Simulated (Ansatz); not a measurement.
## TiAl3Ni2 under compression: one row to predict

It was reached by relaxing an invented guess, and it needn't be the stable form of this composition.

Level of theory: DFT PBE, scalar-relativistic, plane waves, PAW (Ansatz 0.2.0). The final run on the 6-atom cell used 420 eV, a Γ-centred 12×12×8 mesh, 0.10 eV smearing and no spin polarisation.

```
Ti Al Ni
1.0
     4.18269    0.00000    0.00000
    -2.09134    3.62231    0.00000
     0.00000    0.00000    5.42998
Ti Al Ni
1 3 2
Direct
  0.00000 0.00000 0.50000
  0.33333 0.66667 0.25370
  0.66667 0.33333 0.74630
  0.00000 0.00000 0.00000
  0.33333 0.66667 0.75328
  0.66667 0.33333 0.24672
```

The cell was set to several volumes, with shape and atoms relaxed at each where symmetry leaves them free. Pressure is positive in compression, and energies count from the lowest row. No row has a gap on its mesh.

```tsv
row	V (Å³/atom)	P (GPa)	ΔE (meV/atom)
1	12.066	22.57	103.6
2	12.478	15.53	55.0
3	12.889	?	?
4	13.300	4.39	5.5
5	13.712	0.02	0.0
6	14.123	-3.69	4.9
7	14.534	-6.83	18.5
8	15.083	-10.24	48.0
```

Question: Find B = −V·ΔP/ΔV from rows 4 and 6 and from rows 1 and 2, and from the two its slope B′ and its value B0 at zero pressure.

Answer: Rows 4 and 6 give −(13.300 + 14.123)/2 × (-3.69 − (4.39))/(14.123 − 13.300) = 134.6 GPa at a mean pressure of 0.35 GPa. Rows 1 and 2 give −(12.066 + 12.478)/2 × (15.53 − (22.57))/(12.478 − 12.066) = 209.7 GPa at a mean pressure of 19.05 GPa. So B′ = (209.7 − 134.6)/(19.05 − (0.35)) = 4.02 and B0 = 134.6 − 4.02 × (0.35) = 133.2 GPa. A third-order Birch–Murnaghan fit to all the energies gives B0 = 133.4 GPa and B′ = 4.4.

Question: Estimate the pressure and energy of row 3.

Answer: From row 5, V0 = 13.712 × (1 + (0.02)/133.2) = 13.714 Å³/atom. Murnaghan's form P = (B0/B′)·[(V0/V)^B′ − 1] gives (133.2/4.02) × [(13.714/12.889)^4.02 − 1] = 9.39 GPa; the computed pressure is 9.51 GPa, so the estimate is off by -0.12 GPa. The work of compression from row 4, with the mean of the two pressures, gives ΔE = 5.5 + (9.39 + 4.39)/2 × (13.300 − 12.889)/160.2 × 1000 = 23.2 meV/atom (1 eV/Å³ = 160.2 GPa); the computed value is 23.1 meV/atom.

Trial moments died out on the coarse mesh, so the last step has no spin; another magnetic start might hold. All volumes keep the k mesh of the relaxed cell. A structure relaxed within its symmetry needn't be a true minimum.
